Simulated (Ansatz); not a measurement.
Total density of states per atom from DFT-r²SCAN in the program Ansatz with PAW potentials, in 0.25 eV bins, energy from the Fermi level:

```
E (eV) | states/eV/atom
    -7.85 | ## 0.16
    -7.60 | ## 0.15
    -7.35 | ## 0.19
    -7.10 | ## 0.23
    -6.85 | ### 0.28
    -6.60 | #### 0.34
    -6.35 | ####### 0.63
    -6.10 | ############# 1.19
    -5.85 | ##### 0.43
    -5.60 | ########### 1.05
    -5.35 | ############################## 2.83
    -5.10 | ######################### 2.33
    -4.85 | ##################### 2.02
    -4.60 | #################### 1.89
    -4.35 | ###################### 2.11
    -4.10 | ########################## 2.45
    -3.85 | ######################### 2.31
    -3.60 | ######## 0.79
    -3.35 | ##### 0.48
    -3.10 | ### 0.27
    -2.85 | ### 0.28
    -2.60 | ### 0.26
    -2.35 | ### 0.25
    -2.10 | ### 0.25
    -1.85 | ### 0.31
    -1.60 | ### 0.32
    -1.35 | ### 0.28
    -1.10 | ### 0.26
    -0.85 | ### 0.28
    -0.60 | ### 0.28
    -0.35 | ### 0.28
    -0.10 | ### 0.27
     0.15 | ### 0.26
     0.40 | ### 0.26
     0.65 | ### 0.26
     0.90 | ### 0.25
     1.15 | ### 0.26
     1.40 | ### 0.27
     1.65 | ### 0.25
     1.90 | ### 0.25
     2.15 | ### 0.27
     2.40 | ### 0.27
     2.65 | #### 0.36
     2.90 | ##### 0.43
     3.15 | #### 0.39
     3.40 | #### 0.35
     3.65 | #### 0.38
     3.90 | #### 0.39
     4.15 | #### 0.37
     4.40 | #### 0.33
     4.65 | #### 0.38
```

Q: Pick the material that matches.
A. CdAu, Pmma (Cd on 2e, Au on 2f)
B. CaCd2, Imma (Ca on 4e, Cd on 8h)
C. CdTe, P-6m2 (Cd on 1a, Te on 1f)
D. Bi, Pmma (Bi on 2e)

A: A, CdAu, Pmma (Cd on 2e, Au on 2f). Within 0.5 eV of the Fermi level: Au 6s 23 %, Cd 5s 22 %, Au 5d 10 %, outside the projected shells 44 %. Projections are on Löwdin-orthogonalised atomic valence shells; empty p or d shells of many metals are not among them.

The workflow started from an entry of the Crystallography Open Database (COD), which files this formula under 4 space groups. Its standing as an ambient phase is unchecked. The r²SCAN relaxation kept the symmetry of its start; whether a distortion lowers the energy is not shown. Scalar-relativistic: spin–orbit coupling is off unless named, which matters more the heavier the elements.

Potentials: the later of the program's two PAW sets.
